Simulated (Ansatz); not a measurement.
Simulated powder pattern, Mo Kα, λ = 0.71073 Å (kinematic, ideal powder, no thermal factors, no anomalous dispersion; the 30 strongest lines at most, above 1 %, up to 2θ = 45°):

```tsv
2θ (°)	d (Å)	I/Imax (%)
11.91	3.426	95
13.76	2.967	100
19.50	2.098	81
22.91	1.789	58
23.95	1.713	31
27.72	1.484	15
30.26	1.361	26
31.07	1.327	43
34.12	1.211	32
36.26	1.142	20
39.60	1.049	10
41.50	1.003	19
42.12	0.989	21
44.51	0.938	14
```

The pattern belongs to a structure relaxed with the program Ansatz at the PBE+D3(BJ) level (PAW).

Pick the material that matches.
A. PbS, rock salt
B. MoS2, R3m (Mo on 3a, S on 3a, S on 3a)
C. WS2, P6_3/mmc (W on 2c, S on 4f)
D. MoS2, P6_3/mmc (Mo on 2b, S on 4f)

A, PbS, rock salt

Give the lattice parameters.

a = 5.934 Å.

Space group Fm-3m (rock salt). Symmetry was held in the PBE+D3(BJ) relaxation. Spin–orbit coupling is left out wherever it is not named.

Potentials: the earlier of the program's two PAW sets.
